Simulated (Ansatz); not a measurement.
Here is the system:

HfN:
Space group Fm-3m (No. 225); a = b = c = 4.548 Å, α = β = γ = 90.00°

```json
[
 {"atom": "Hf", "site": "4a", "symmetry": "m-3m", "x": "0.0000", "y": "0.0000", "z": "0.0000"},
 {"atom": "N", "site": "4b", "symmetry": "m-3m", "x": "0.5000", "y": "0.5000", "z": "0.5000"}
]
```
(The calculation used a cell of 2 atoms; values per cell refer to that cell.)

This is the PBE-relaxed structure.

Question: All from PBE in the plane-wave PAW code Ansatz, unless another level is named. Give the electronic character.

Answer: metallic (no gap).

Question: Next, the density of states at the Fermi level?

Answer: 0.31 states/eV per atom (mean over ±0.08 eV).

Question: What about the formation energy from the elements (no fitted shifts)?

Answer: -1.65 eV/atom.

Question: Give the gap with spin–orbit coupling.

Answer: none (metallic).

The PBE relaxation kept the symmetry of its start; of distortions, only those at the zone centre were tested. The run is not spin-polarised. With an odd number of electrons in the cell and no spin polarisation, the count alone makes it a metal. The references are the lowest solids computed at this level, not always the standard phases (solids in place of the gases). Scalar-relativistic: spin–orbit coupling is off unless named, which matters more the heavier the elements.

Potentials: the later of the program's two PAW sets.
